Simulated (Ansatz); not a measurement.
An Ansatz (a first-principles code) input:

Ansatz 0.2 input:
```yaml
crystal:
  lattice:
    - [3.2820469844, 0.0, 0.0]
    - [-1.6410234922, 2.8423360649, 0.0]
    - [0.0, 0.0, 3.3166274899]
  atoms:
    - { symbol: Ta, position: [0.6666666667, 0.3333333333, 0.0] }
    - { symbol: P, position: [0.0, 0.0, 0.5] }
kpoints:
  mp_grid: { grid: [11, 11, 9] }
  band_path:
    path:
      - [[0.0, 0.0, 0.0], [0.5, 0.0, 0.0], [0.3333333333, 0.3333333333, 0.0], [0.0, 0.0, 0.0], [0.0, 0.0, 0.5], [0.5, 0.0, 0.5], [0.3333333333, 0.3333333333, 0.5], [0.0, 0.0, 0.5]]  # Γ-M-K-Γ-A-L-H-A
      - [[0.5, 0.0, 0.5], [0.5, 0.0, 0.0]]  # L-M
      - [[0.3333333333, 0.3333333333, 0.5], [0.3333333333, 0.3333333333, 0.0]]  # H-K
    npoints: 8
basis: { xc_grid: 2 }
hamiltonian:
  xc: pbesol
  pseudopotentials: { kind: paw }
magnetization: { noncollinear: true, spin_orbit: true }
scf:
  n_extra_bands: 12
  convergence: { dr2_threshold: 0.0000000001 }
  occupations: { method: gaussian, width: 0.05 }
output: { eigenvalues: true }
```

Question: How many symmetry operations and irreducible k-points will the run report?

Answer: 12 operations, 80 of 1089 k-points.

Question: With a cutoff of 420 eV, how many plane waves at Γ?

Answer: 623.

It took around 22 core-seconds (rough) on shared server cores.

Space group P-6m2. The first step of the workflow began from a Materials Project structure, measured or hypothetical; the Crystallography Open Database copy checked does not list it. COD files the formula under space group No. 141, so this cell is another polymorph or a model. Whether it is the stable phase at ambient conditions was not checked. The cell was relaxed with PBEsol under the symmetry of its start; of distortions, only those at the zone centre were tested. The run is not spin-polarised.

Potentials: the later of the program's two PAW sets.

Ansatz is a plane-wave DFT program.
